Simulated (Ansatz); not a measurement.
La₃Tl (Cu3Au type)

```xyz
4
Lattice="5.0692 0.0000 0.0000 0.0000 5.0692 0.0000 0.0000 0.0000 5.0692" Properties=species:S:1:pos:R:3 pbc="T T T"
La     0.0000     2.5346     2.5346
La     2.5346     0.0000     2.5346
La     2.5346     2.5346     0.0000
Tl     0.0000     0.0000     0.0000
```

The slice is a {100} plane (indices of the conventional cell) through the point (0.000, 0.000, 0.000) (fractional), spanned by u = [100] and v = [010] in vectors of this cell: u (5.07 Å) and v (5.07 Å, at 90° to u). It covers one period; positions are fractions (u, v).

The numbers are results of r2SCAN (plane waves to 500 eV, PAW, scalar-relativistic; Ansatz, a first-principles code), not measurements. k mesh 9×9×9. Inside the PAW spheres the values are not all-electron values, and peaks at nuclei hang on which shells count as valence. La3Tl is run without spin polarisation. La3Tl was relaxed with its symmetry unable to fall. Spin-orbit coupling is left out, though Tl is heavy.

Three fields on this plane, each scaled to ten steps between its own extremes (0 low, 9 high; the total valence density on a logarithmic scale, the potential cut 8 eV below its top; x marks points blanked near nuclei; v = 0 in the bottom row):

Map A
```
|xxxxxxx0478999999999998740xxxxxx|
|xxxxxx005789999999999987500xxxxx|
|xxxxxx025789999888999987520xxxxx|
|xxxxx00468888888888888886400xxxx|
|xxxx0035788877766677788875300xxx|
|xx00035677776554445567777653000x|
|00024567776543221223456777654200|
|44556777765310000000135677776554|
|77778877643000000000003467788777|
|888888765300000xxx00000356788888|
|9999887530000xxxxxxx000035788999|
|999987641000xxxxxxxxx00014678999|
|99998753000xxxxxxxxxxx0003578999|
|99998752000xxxxxxxxxxx0002578999|
|9998864200xxxxxxxxxxxxx002468899|
|9998864100xxxxxxxxxxxxx001468899|
|9998864200xxxxxxxxxxxxx002468899|
|99998752000xxxxxxxxxxx0002578999|
|99998753000xxxxxxxxxxx0003578999|
|999987641000xxxxxxxxx00014678999|
|9999887530000xxxxxxx000035788999|
|888888765300000xxx00000356788888|
|77778877643000000000003467788777|
|44556777765310000000135677776554|
|00024567776543221223456777654200|
|xx00035677776554445567777653000x|
|xxxx0035788877766677788875300xxx|
|xxxxx00468888888888888886400xxxx|
|xxxxxx025789999888999987520xxxxx|
|xxxxxx005789999999999987500xxxxx|
|xxxxxxx0478999999999998740xxxxxx|
|xxxxxxx0478999999999998740xxxxxx|
```

Map B
```
|xxxxxxx7542110000000112457xxxxxx|
|xxxxxx975321100000001123579xxxxx|
|xxxxxx864321100000001123468xxxxx|
|xxxxx97543211000000011234579xxxx|
|xxxx9764322110000000112234679xxx|
|xx98765432111111111111123456789x|
|77765443222222233322222223445677|
|55544332222334555554332222334455|
|44333222223456788876543222223334|
|222222122346799xxx99764322122222|
|1111111234689xxxxxxx986432111111|
|111111123579xxxxxxxxx97532111111|
|00000012469xxxxxxxxxxx9642100000|
|00000012579xxxxxxxxxxx9752100000|
|0000001358xxxxxxxxxxxxx853100000|
|0000001358xxxxxxxxxxxxx853100000|
|0000001358xxxxxxxxxxxxx853100000|
|00000012579xxxxxxxxxxx9752100000|
|00000012469xxxxxxxxxxx9642100000|
|111111123579xxxxxxxxx97532111111|
|1111111234689xxxxxxx986432111111|
|222222122346799xxx99764322122222|
|44333222223456788876543222223334|
|55544332222334555554332222334455|
|77765443222222233322222223445677|
|xx98765432111111111111123456789x|
|xxxx9764322110000000112234679xxx|
|xxxxx97543211000000011234579xxxx|
|xxxxxx864321100000001123468xxxxx|
|xxxxxx975321100000001123579xxxxx|
|xxxxxxx7542110000000112457xxxxxx|
|xxxxxxx7542110000000112457xxxxxx|
```

Map C
```
|xxxxxxx3345555544455555433xxxxxx|
|xxxxxx333455544444445554333xxxxx|
|xxxxxx334444433222334444433xxxxx|
|xxxxx33344433211111233444333xxxx|
|xxxx3334443210000000123444333xxx|
|xx33333443210000000001234433333x|
|33333443310000000000000133443333|
|33344443100012333332100013444433|
|44444431000135778775310001344444|
|555443200024799xxx99742000234455|
|5554321001479xxxxxxx974100123455|
|555431001379xxxxxxxxx97310013455|
|55432000259xxxxxxxxxxx9520002345|
|55431000379xxxxxxxxxxx9730001345|
|5442100037xxxxxxxxxxxxx730001244|
|5442100038xxxxxxxxxxxxx830001244|
|5442100037xxxxxxxxxxxxx730001244|
|55431000379xxxxxxxxxxx9730001345|
|55432000259xxxxxxxxxxx9520002345|
|555431001379xxxxxxxxx97310013455|
|5554321001479xxxxxxx974100123455|
|555443200024799xxx99742000234455|
|44444431000135778775310001344444|
|33344443100012333332100013444433|
|33333443310000000000000133443333|
|xx33333443210000000001234433333x|
|xxxx3334443210000000123444333xxx|
|xxxxx33344433211111233444333xxxx|
|xxxxxx334444433222334444433xxxxx|
|xxxxxx333455544444445554333xxxxx|
|xxxxxxx3345555544455555433xxxxxx|
|xxxxxxx3345555555555555433xxxxxx|
```

Question: Assign the maps to these fields: electron localisation function (ELF); valence electron density; electrostatic potential energy of an electron, from the cell's mean.

Answer: A is the electrostatic potential energy of an electron, from the cell's mean; B is the valence electron density; C is the electron localisation function (ELF).
